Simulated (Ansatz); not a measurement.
Crystals of one structure type (zinc blende) and one family of elements, relaxed and computed with DFT-LDA in the program Ansatz with PAW potentials.

```csv
crystal,V (Å³/atom),gap (eV)
ZnS,18.58,2.13
ZnSe,21.57,1.25
CdS,23.84,?
CdSe,27.10,0.40
```

Fit a straight line to E_g against V and predict the withheld value.

Least squares on the 3 shown rows: E_g = -0.197 × V + (5.676), with a scatter of 0.13. For CdS this gives 0.98. The run itself gave 0.95, within the scatter.

All cells were relaxed under the symmetry of their starts (and spin orders); stability against distortions was not tested throughout. Spin–orbit coupling is left out wherever it is not named.

Potentials: the later of the program's two PAW sets.
